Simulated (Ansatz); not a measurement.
SiNi:
```xyz
6
Lattice="4.8587 0.0000 0.0000 -2.4294 4.2078 0.0000 0.0000 0.0000 3.8164" Properties=species:S:1:pos:R:3 pbc="T T T"
Ni     2.4294     0.0000     0.0000
Ni     1.2147     2.1039     0.0000
Ni    -1.2147     2.1039     0.0000
Si     0.0000     0.0000     0.0000
Si     0.0000     2.8052     1.9082
Si     2.4294     1.4026     1.9082
```

Relaxed with PBE. Special points in fractions of this cell's reciprocal vectors: Γ (0.000, 0.000, 0.000); M (0.500, 0.000, 0.000); K (0.333, 0.333, 0.000); A (0.000, 0.000, 0.500); L (0.500, 0.000, 0.500); H (0.333, 0.333, 0.500).

Q: List the band energies nearest the Fermi level at these points for PBE (plane waves, PAW; program Ansatz).

A: In eV from the Fermi level; about four levels below and three above (degenerate sets whole), none deeper than 8.9 eV; points with the same levels are listed once.

```tsv
k	below	above
Γ	-1.78 -1.78 -1.77 -0.65 -0.34	0.53 0.53 2.56
M	-2.09 -1.77 -1.75 -0.30	0.07 1.06 1.17
K	-2.42 -2.42 -2.13 -1.45	0.37 0.62 0.62
A	-1.81 -1.81 -0.65 -0.47	0.77 0.92 2.45 2.45
L	-1.74 -1.66 -1.47 -0.24	0.28 3.50 4.64
H	-2.01 -2.01 -1.67 -1.37	0.59 2.58 2.58
```

Space group P6/mmm. A made-up cell: these elements were put on the sites of a structure type; neither database checked (COD, Materials Project) lists it. It is not the phase usual at ambient conditions (space group No. 62). The cell was relaxed with PBE under the symmetry of its start; whether a distortion lowers the energy is not shown. The workflow began spin-polarised and lost its moments.

Potentials: the later of the program's two PAW sets.
